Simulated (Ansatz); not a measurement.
Tl$_{2}$Pd: course of a relaxation

Theory: DFT r2SCAN, scalar-relativistic, plane waves, PAW (Ansatz). Run with 500 eV cutoff, 10×10×10 k-mesh, Gaussian smearing of 0.10 eV, no spin polarisation.

What was changed: relaxed at 90 GPa.

Spin–orbit coupling is left out, which can shift energies with elements as heavy as these.

Other phases may be more stable at this pressure.

Command:

```bash
ansatz run input.yaml --threads 1 --pin off --max-ram 2560MiB --backend cpu --events-out ev --progress --plain --runs-dir out
```

Input:

```yaml
crystal:
  lattice:
    - [-3.0000529244, 3.0000529244, 2.5458576568]
    - [3.0000529244, -3.0000529244, 2.5458576568]
    - [3.0000529244, 3.0000529244, -2.5458576568]
  atoms:
    - { symbol: Tl, position: [0.6581588531, 0.1581588531, 0.8163177061] }
    - { symbol: Tl, position: [0.1581588531, 0.3418411469, 0.5] }
    - { symbol: Tl, position: [0.3418411469, 0.8418411469, 0.1836822939] }
    - { symbol: Tl, position: [0.8418411469, 0.6581588531, 0.5] }
    - { symbol: Pd, position: [0.25, 0.25, 0.0] }
    - { symbol: Pd, position: [0.75, 0.75, 0.0] }
basis:
  ecutwfc: 500
kpoints:
  mp_grid: { grid: [10, 10, 10] }
hamiltonian:
  xc: r2scan
scf:
  occupations: { method: gaussian, width: 0.1 }
output:
  forces: true
  stress: true
  eigenvalues: true
relax:
  adjacent_minimum: "off"
  f_tol: 0.008
  max_steps: 50
  cell: { stress_tol: 0.08, p_target: 90.0 }
```

F is the free energy. Steps run on the plane waves of an earlier cell, but the last one, and at times one on the way, on a freshly chosen basis, so a repeated geometry can differ a little in energy. The relaxation lowers the enthalpy F + PV at the target pressure, so F itself can rise.

At step 2 F + PV rises: a step can overshoot before the optimiser corrects it.

Steps:

```csv
step,F − F(1) (eV),largest force component (eV/Å),V (Å³/atom),P (GPa)
1,0.0000,0.144,15.276,79.01
2,5.8745,0.809,13.775,132.62
3,1.0332,0.046,14.944,88.60
4,1.1859,0.004,14.898,89.97
5,1.1913,0.003,14.896,90.02
6,1.1928,0.003,14.896,90.01
```

Relaxed structure:

```
CELL_PARAMETERS angstrom
-2.98133 2.98133 2.51392
2.98133 -2.98133 2.51392
2.98133 2.98133 -2.51392
ATOMIC_POSITIONS crystal
Tl 0.65662 0.15662 0.81324
Tl 0.15662 0.34338 0.50000
Tl 0.34338 0.84338 0.18676
Tl 0.84338 0.65662 0.50000
Pd 0.25000 0.25000 0.00000
Pd 0.75000 0.75000 0.00000
```

The structure is tetragonal, space group I4/mcm (No. 140). Conventional cell: a = 5.963 Å, b = 5.963 Å, c = 5.028 Å, α = 90.00°, β = 90.00°, γ = 90.00°. Tl (site symmetry m2m) has 4 Pd at 2.58 Å and 1 Tl at 2.64 Å as nearest neighbours. Pd (site symmetry 422) is surrounded by 2 Pd at 2.51 Å and 8 Tl at 2.58 Å.

The run converged. Time: 6.7 min on 1 thread of Arm Neoverse V1, with other jobs on the host, peak memory 0.92 GiB.